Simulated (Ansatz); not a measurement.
The relaxed structure here is a generated cell of InP: the first start was made by placing the elements on the sites of a structure type, and the end was not matched to a known phase here, so it may be hypothetical. Known forms of InP include space group No. 216.

A relaxed structure of InP. All values below come from PBEsol (plane waves to 420 eV, PAW, scalar-relativistic; Ansatz, a first-principles code).

```cif
data_In4P4
_chemical_formula_sum 'In4 P4'
_space_group_name_H-M_alt 'P 1'
_space_group_IT_number 1
_cell_length_a 7.17515
_cell_length_b 7.17515
_cell_length_c 4.16305
_cell_angle_alpha 90.000
_cell_angle_beta 90.000
_cell_angle_gamma 90.000
loop_
_space_group_symop_operation_xyz
  'x, y, z'
loop_
_atom_site_label
_atom_site_type_symbol
_atom_site_fract_x
_atom_site_fract_y
_atom_site_fract_z
_atom_site_occupancy
In1 In 0.67821 0.32179 0.50000 1
In2 In 0.82179 0.82179 0.00000 1
In3 In 0.17821 0.17821 0.00000 1
In4 In 0.32179 0.67821 0.50000 1
P1 P 0.31931 0.31931 0.50000 1
P2 P 0.18069 0.81931 0.00000 1
P3 P 0.81931 0.18069 0.00000 1
P4 P 0.68069 0.68069 0.50000 1
```

Q: Determine the symmetry and give the standard cell with its independent sites.

A: Space group P4₂/mnm (No. 136); a = 7.1751 Å, b = 7.1751 Å, c = 4.1631 Å, α = 90.00°, β = 90.00°, γ = 90.00°

```csv
atom,site,symmetry,x,y,z
In,4f,m.2m,0.1782,0.1782,0.0000
P,4g,m.2m,0.3193,0.3193,0.5000
```

This is the AFLOW prototype AB_tP8_136_g_f (as in BeO).

Q: Give the shortest distances between elements (the closest pairs, up to four, under 3.6 Å).

A: In–P 2.53 Å.

| Quantity | Value |
|---|---|
| Volume per atom | 26.79 Å³ |
| Band gap | 0.71 eV, direct at Γ (no spin-orbit coupling) |

No spin polarisation in the result.

The run could not lose the symmetry of its start, so the end can be a saddle point.

It was reached from a disturbed copy of a P6₃/mmc (No. 194) cell, against which it lies -0.17 eV/atom.
